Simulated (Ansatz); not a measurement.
**Property card for BeSe**

BeSe:
```cif
data_BeSe
_chemical_formula_sum 'Be1 Se1'
_space_group_name_H-M_alt 'P 1'
_space_group_IT_number 1
_cell_length_a 3.06655
_cell_length_b 3.06655
_cell_length_c 3.06655
_cell_angle_alpha 90.000
_cell_angle_beta 90.000
_cell_angle_gamma 90.000
loop_
_space_group_symop_operation_xyz
  'x, y, z'
loop_
_atom_site_label
_atom_site_type_symbol
_atom_site_fract_x
_atom_site_fract_y
_atom_site_fract_z
_atom_site_occupancy
Be1 Be 0.00000 0.00000 0.00000 1
Se1 Se 0.50000 0.50000 0.50000 1
```

Space group Pm-3m (No. 221), CsCl type; conventional cell a = 3.0666 Å, b = 3.0666 Å, c = 3.0666 Å, α = 90.00°, β = 90.00°, γ = 90.00°.

Method: plane-wave PAW PBEsol (Ansatz code). Geometry: relaxed at this level of theory. Other levels are named where they apply.

Cell and energy:

- Volume per atom: 14.42 Å³
- Density: 5.07 g/cm³
- Formation energy from the elements (no fitted shifts): 0.46 eV/atom

Electronic structure:

Electronic character: metallic (no gap)
Density of states at the Fermi level: 0.46 states/eV per atom (mean over ±0.08 eV)
Gap with spin–orbit coupling: none (metallic)

Mechanics:

Elastic constants (relaxed ions, GPa): C11 = 106, C12 = 68.7, C44 = -15.0
Mechanical stability: unstable (C has a negative eigenvalue)

Phonons:

- Zone-centre stability: unstable, softest mode 237i cm⁻¹

The cell is a constructed one: a structure type filled with these elements; neither database checked (COD, Materials Project) lists it. COD files the formula under space group No. 216. Its standing as an ambient phase is unchecked. The PBEsol relaxation kept the symmetry of its start. As this level gives no gap, shear constants depend on the k-mesh and smearing (Fermi–Dirac, 0.1 eV here). As this level gives no gap, phonon frequencies hold no LO–TO term and depend on the k-mesh and smearing (Fermi–Dirac, 0.1 eV here). The references are the lowest solids computed at this level, not always the standard phases. Spin–orbit coupling is left out wherever it is not named.

Potentials: the later of the program's two PAW sets.
